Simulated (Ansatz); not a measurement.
Data:

AlBO3:
```
CELL_PARAMETERS angstrom
      2.23234     1.28884     4.58382
     -2.23234     1.28884     4.58382
      0.00000    -2.57769     4.58382
ATOMIC_POSITIONS crystal
  Al 0.50000 0.50000 0.50000
  Al 0.00000 0.00000 0.00000
  B  0.75000 0.75000 0.75000
  B  0.25000 0.25000 0.25000
  O  0.75000 0.44149 0.05851
  O  0.25000 0.55851 0.94149
  O  0.05851 0.75000 0.44149
  O  0.94149 0.25000 0.55851
  O  0.44149 0.05851 0.75000
  O  0.55851 0.94149 0.25000
```

This is the r²SCAN-relaxed structure. Tensor components refer to the Cartesian frame of this cell.

Task: All from r²SCAN (plane waves, PAW; program Ansatz), unless another level is named. Give the hole effective mass, band 1 of 2 at the edge.

Result: 2.9 along x, 2.3 along z (mₑ).

Task: Give the smallest direct gap on the standard path.

Result: 6.96 eV.

Task: Give the valence-band maximum.

Result: at Γ.

Task: Next, the conduction-band minimum?

Result: on the Γ–T line, 45 % of the way from Γ (2 equivalent valleys).

Space group R-3c. The first step of the workflow began from a Materials Project structure, measured or hypothetical; the Crystallography Open Database files this formula in space group No. 167, but the cells were not matched. Whether it is the stable phase at ambient conditions was not checked. The cell was relaxed with r²SCAN under the symmetry of its start; its stability against distortions is not shown here.

Potentials: the later of the program's two PAW sets.
